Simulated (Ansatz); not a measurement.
ZnFe (P4/mmm): the volume from the results

The reference geometry is a structure from the Materials Project; nothing is relaxed.

Functional, mesh and filling: r²SCAN, 11×11×8 k mesh, Fermi–Dirac smearing of 0.08 eV. PAW means Ansatz 0.2.0 on its default frozen-core files. Site moments are integrated in spheres about the atoms.

The input and its command:

```yaml
crystal:
  lattice:
    - [2.54160215, 0.0, 0.0]
    - [0.0, 2.54160215, 0.0]
    - [0.0, 0.0, 3.87015134]
  atoms:
    - { symbol: Zn, position: [0.5, 0.5, 0.5] }
    - { symbol: Fe, position: [0.0, 0.0, 0.0], spin: 3.0 }
magnetization:
  spin_polarized: true
kpoints:
  mp_grid: { grid: [11, 11, 8] }
scf:
  occupations: { method: fermi_dirac, width: 0.08 }
  lower_state_search: "off"
hamiltonian:
  xc: r2scan
  pseudopotentials: { kind: paw }
output:
  forces: true
  stress: true
  eigenvalues: true
  populations: true
  write_density: true
  write_potential: true
  elf: true
  volumetric_format: npy
```

Command: `ansatz run input.yaml --threads 1 --pin off --max-ram 3072MiB --backend cpu --events-out ev --progress --plain --runs-dir out`

The cell is scaled evenly, and every run starts from the same moments. Some of the runs:

```json
{"V/V₀": "0.85", "cell moment (μB)": "2.31", "largest site moment (μB)": "2.45", "F − F(V₀) (meV/atom)": "168"}
{"V/V₀": "1", "cell moment (μB)": "2.52", "largest site moment (μB)": "2.72", "F − F(V₀) (meV/atom)": "0"}
{"V/V₀": "1.05", "cell moment (μB)": "2.59", "largest site moment (μB)": "2.81", "F − F(V₀) (meV/atom)": "11"}
```

Q: Another run of the series gave cell moment (μB) = 2.12, largest site moment (μB) = 2.15, F − F(V₀) (meV/atom) = 802. At which V/V₀ was it made?
A. 0.8
B. 1.1
C. 1.18
D. 0.72
E. 0.9
F. 0.95

A: D. V/V₀ = 0.72.

Q: Another run of the series gave cell moment (μB) = 2.44, largest site moment (μB) = 2.63, F − F(V₀) (meV/atom) = 16. At which V/V₀ was it made?
A. 1.1
B. 0.72
C. 0.95
D. 0.9
E. 1.18
F. 0.8

A: C. V/V₀ = 0.95.

The whole series:

| V/V₀ | cell moment (μB) | largest site moment (μB) | F − F(V₀) (meV/atom) |
| --- | --- | --- | --- |
| 0.72 | 2.12 | 2.15 | 802 |
| 0.8 | 2.22 | 2.32 | 335 |
| 0.85 | 2.31 | 2.45 | 168 |
| 0.9 | 2.38 | 2.54 | 67 |
| 0.95 | 2.44 | 2.63 | 16 |
| 1 | 2.52 | 2.72 | 0 |
| 1.05 | 2.59 | 2.81 | 11 |
| 1.1 | 2.67 | 2.90 | 42 |
| 1.18 | 2.80 | 3.04 | 120 |

The PAW files were made with PBE; the program remakes their cores once for the run's functional and then keeps them frozen. Under strong compression frozen cores are worth checking against an all-electron run. The Ansatz runs typed with the search for lower states off end where their start leads. r²SCAN is known to give itinerant transition metals moments and polarisation energies that are too large. None of this fixes the real material's magnetic order: only patterns that fit the cell were computed, at zero temperature, with a functional that can overstate moments.
